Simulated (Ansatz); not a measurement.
ZrReH in Ansatz, settings compared

Run with:

```bash
ansatz run input.yaml --threads 1 --pin off --max-ram 2560MiB --backend cpu --events-out ev --progress --plain --runs-dir out
```

Input:

```yaml
crystal:
  lattice:
    - [3.43639449, 0.0, 0.0]
    - [0.0, 3.43639449, 0.0]
    - [0.0, 0.0, 6.64322336]
  atoms:
    - { symbol: Zr, position: [0.0, 0.5, 0.2] }
    - { symbol: Zr, position: [0.5, 0.0, 0.8] }
    - { symbol: H, position: [0.0, 0.0, 0.0] }
    - { symbol: H, position: [0.5, 0.5, 0.0] }
    - { symbol: Re, position: [0.0, 0.5, 0.7] }
    - { symbol: Re, position: [0.5, 0.0, 0.3] }
  symmetry: { tolerance: 0.0003 }
kpoints:
  mp_grid: { grid: [5, 5, 3], shift: [0, 0, 0] }
magnetization:
  spin_polarized: false
scf:
  occupations: { method: fermi_dirac }
hamiltonian:
  pseudopotentials: { kind: paw }
  xc: r2scan
basis:
  ecutwfc: 500
output:
  forces: true
  stress: true
  eigenvalues: true
relax:
  max_steps: 40
  cell: {}
```

Origin of the cell: a known structure type with other elements, at an estimated volume, so it need not be a known compound.

The smearing width isn't typed, so it takes its default of 0.1 eV.

Output of this run (shortened):

```
SCF iter   1: F=—  HF=-30178.797158 eV  Δρ=1.53e-2  dr2=4.99e-1  dr2_τ=1.99e-1
SCF iter   2: F=—  HF=-30178.919645 eV  Δρ=7.00e-3  dr2=9.23e-2  dr2_τ=1.11e-2
SCF iter   3: F=—  HF=-30178.919236 eV  Δρ=3.10e-3  dr2=2.71e-2  dr2_τ=1.60e-3
SCF iter   4: F=—  HF=-30178.917148 eV  Δρ=9.49e-4  dr2=1.42e-3  dr2_τ=7.30e-5
SCF iter   5: F=—  HF=-30178.917013 eV  Δρ=4.53e-4  dr2=2.98e-4  dr2_τ=4.13e-5
SCF iter   6: F=—  HF=-30178.917013 eV  Δρ=8.80e-5  dr2=5.33e-6  dr2_τ=3.87e-7
SCF iter   7: F=—  HF=-30178.917021 eV  Δρ=1.94e-5  dr2=2.46e-7  dr2_τ=2.50e-8
SCF iter   8: F=-30178.917022 eV  HF=-30178.917022 eV  Δρ=5.32e-6  dr2=1.80e-8  dr2_τ=1.13e-9
relax step   1: F+E_penalty+E_count = -30178.917022 eV  Δ(F+E_penalty+E_count) = +0.000e0 eV  max|allowed force component| = 3.624e0 eV/Å  Δτ_max = 0.0000 Å  P = +18.715 GPa  Ω = 78.449 Å³  ( […]
relax step   2: F+E_penalty+E_count = -30181.275918 eV  Δ(F+E_penalty+E_count) = -2.359e0 eV  max|allowed force component| = 3.169e0 eV/Å  Δτ_max = 0.1946 Å  P = -1.939 GPa  Ω = 82.049 Å³  en […]
relax step   3: F+E_penalty+E_count = -30182.820599 eV  Δ(F+E_penalty+E_count) = -1.545e0 eV  max|allowed force component| = 3.338e0 eV/Å  Δτ_max = 0.1958 Å  P = -5.095 GPa  Ω = 80.803 Å³  en […]
relax step   4: F+E_penalty+E_count = -30184.130530 eV  Δ(F+E_penalty+E_count) = -1.310e0 eV  max|allowed force component| = 1.588e0 eV/Å  Δτ_max = 0.1957 Å  P = -4.190 GPa  Ω = 79.298 Å³  en […]
relax step   5: F+E_penalty+E_count = -30184.629240 eV  Δ(F+E_penalty+E_count) = -4.987e-1 eV  max|allowed force component| = 2.157e0 eV/Å  Δτ_max = 0.1938 Å  P = +4.857 GPa  Ω = 77.331 Å³  e […]
[… 6 lines left out …]
relax step  12: F+E_penalty+E_count = -30186.056477 eV  Δ(F+E_penalty+E_count) = +2.584e-5 eV  max|allowed force component| = 2.115e-2 eV/Å  Δτ_max = 0.0011 Å  P = +0.151 GPa  Ω = 79.152 Å³ […]
relax step  13: F+E_penalty+E_count = -30186.056517 eV  Δ(F+E_penalty+E_count) = -1.425e-5 eV  max|allowed force component| = 6.847e-4 eV/Å  Δτ_max = 0.0003 Å  P = +0.001 GPa  Ω = 79.191 Å³ […]
relax step  14: F+E_penalty+E_count = -30186.065779 eV  Δ(F+E_penalty+E_count) = -9.262e-3 eV  max|allowed force component| = 1.678e-3 eV/Å  Δτ_max = 0.0000 Å  P = +0.105 GPa  Ω = 79.191 Å³  stress off target by 3.26e-1 GPa […]
relax step  15: F+E_penalty+E_count = -30186.065874 eV  Δ(F+E_penalty+E_count) = -9.514e-5 eV  max|allowed force component| = 2.193e-3 eV/Å  Δτ_max = 0.0005 Å  P = -0.002 GPa  Ω = 79.239 Å³ […]
relax step  16: F+E_penalty+E_count = -30186.065882 eV  Δ(F+E_penalty+E_count) = -8.405e-6 eV  max|allowed force component| = 2.032e-3 eV/Å  Δτ_max = 0.0000 Å  P = -0.003 GPa  Ω = 79.239 Å³  stress off target by 2.98e-3 GPa […]
SCF 16 converged in 6 iterations: F = -30186.065882 eV  dr2 = 8.84e-12
basis re-selected at this cell: Δ(F+E_penalty+E_count) = -8.405e-6 eV, ΔP = -0.000 GPa vs the last step (what re-selecting the basis moved, of the pressure what is left beyond the Pulay corre […]
SCF converged after 6 iterations
Free energy (F): -30186.065882 eV
Harris-Foulkes:  -30186.065882 eV  (|F-HF|=3.64e-12)
Internal energy: -30185.997987 eV  (E = F + TS)
E sigma→0 (E₀):  -30186.031935 eV
Entropy (-TS):   -0.067895 eV (-11.316 meV/atom)
Fermi energy:    17.669100 eV
--- Per-component energies (eV) ---
  E_band       = -489.726131
  E_kinetic    = 1775.992842
  E_local      = -3954.743226  (includes V_loc(G=0)·N_el)
  E_nonlocal   = 258.967554
  E_hartree    = 1472.661040
  E_xc         = -1104.758070
  E_vxc        = -1130.083384  (∫ρ·V_xc dr)
  E_paw        = -23320.774008  (= ΣΔE_a)
  E_vpaw       = -446.377047  (= ΣTr[D̂ρ^β])
  E_aug_tail   = -0.000973  (compensation charges beyond the density's cutoff)
  E_vtau       = 61.196173  (kinetic-family band-sum trace: ∫τ·v_τ [+ j·A + Jᵃ·Aᵃ] dr)
  E_ewald      = -5312.071922
  E_core_change = -1.271225  (= ΣΔE_core)
  E_smearing   = -0.067895  (= −TS)
  Σ components = -30186.065882   (vs F -30186.065882, Δ=0.00e0)
--- Forces (eV/Å), atoms counted from 1 ---
  atom   1  Zr     0.000000     0.000000     0.002032
  atom   2  Zr    -0.000000     0.000000    -0.002032
  atom   3  H     -0.000000     0.000000    -0.000000
  atom   4  H      0.000000     0.000000     0.000000
  atom   5  Re     0.000000     0.000000     0.000812
  atom   6  Re    -0.000000     0.000000    -0.000812
  max |Σ_I F_I| component: 0.0 eV/Å
--- Stress (GPa, compression-positive) ---
       -0.002982       0.000000       0.000000
        0.000000      -0.002982       0.000000
        0.000000       0.000000      -0.002436
  P = ⅓ Tr σ = -0.0028 GPa (-0.028 kbar)
--- Relaxed structure (14 steps of the walk, 13 accepted, 2 SCFs on fresh bases) ---
  F+E_penalty+E_count = -30186.065882 eV   max|allowed force component| = 2.032e-3 eV/Å   (the final SCF, on the basis selected at the relaxed cell)
  cell:  # Å, volume = 79.2386 Å³
    - [3.138530, 0.0, 0.0]
    - [0.0, 3.138530, 0.0]
    - [0.0, 0.0, 8.044224]
  atoms:
    - { symbol: Zr, position: [0.0, 0.500000, 0.173451] }
    - { symbol: Zr, position: [0.500000, 0.0, 0.826549] }
    - { symbol: H, position: [0.0, 0.0, 1.131e-18] }
    - { symbol: H, position: [0.500000, 0.500000, 1.131e-18] }
    - { symbol: Re, position: [0.0, 0.500000, 0.585746] }
    - { symbol: Re, position: [0.500000, 0.0, 0.414254] }
```

The same input was run again with these changes:

1. `basis.xc_grid` default → 1; `scf.algorithm` default → direct_min
2. `hamiltonian.xc` r2scan → rpbe
3. `scf.algorithm` default → density_mixing; `accuracy` default → high

```tsv
run	end	SCF iterations	volume (Å³/atom)	max force component (eV/Å)	moment (μB)	ΔE(σ→0) (meV/atom)
base	converged	116	13.21	0.002	–	0
1	converged	84	13.21	0.008	–	-0.70
2	converged	114	13.51	0.001	–	–
3	converged	116	13.21	0.002	–	0.00
```

Energies are compared only where functional, datasets, charge and starting cell are the same.

Caveats of the base run: no moments, though an odd count or open d shells may carry them; no spin-orbit coupling, though heavy elements are present; the k mesh is coarse if the cell is a metal; the relaxation held the start's symmetry, so the end may be a saddle point.

Run 2: forces of this functional can be a tenth off on datasets made under PBE.

The base run ran for 64 s on 1 thread of AMD EPYC 9R14 (Zen 4) (shared host), peak memory 0.61 GiB, from the program's own first density.
